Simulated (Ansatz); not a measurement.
Task: Each is relaxed and computed with PBEsol (plane waves, PAW; program Ansatz). Which is the only metal?
A. Si2W, Fddd (Si on 16f, W on 8a)
B. Ba2SrWO6, C2/m (Pearson symbol mS20)
C. SiO2, P4_2/nmc (Si on 2a, O on 4d)
D. MgCu2SiS4, Pmn2_1 (Pearson symbol oP16)

Result: A, Si2W, Fddd (Si on 16f, W on 8a). Si2W: metal; SiO2: gap 5.03 eV (indirect); Ba2SrWO6: gap 2.84 eV (indirect); MgCu2SiS4: gap 1.73 eV (direct). Constructed cells (a structure type filled with these elements, in neither database checked): Si2W, Fddd (Si on 16f, W on 8a); SiO2, P4_2/nmc (Si on 2a, O on 4d). Not the usual ambient phase: Si2W, Fddd (Si on 16f, W on 8a); SiO2, P4_2/nmc (Si on 2a, O on 4d). Standing as an ambient phase not checked: Ba2SrWO6, C2/m (Pearson symbol mS20); MgCu2SiS4, Pmn2_1 (Pearson symbol oP16). All cells were relaxed under the symmetry of their starts (and spin orders); stability against distortions was not tested throughout. Rows with no word on spin ran without spin polarisation. Scalar-relativistic: spin–orbit coupling is off unless named, which matters more the heavier the elements.

Potentials: the later of the program's two PAW sets.
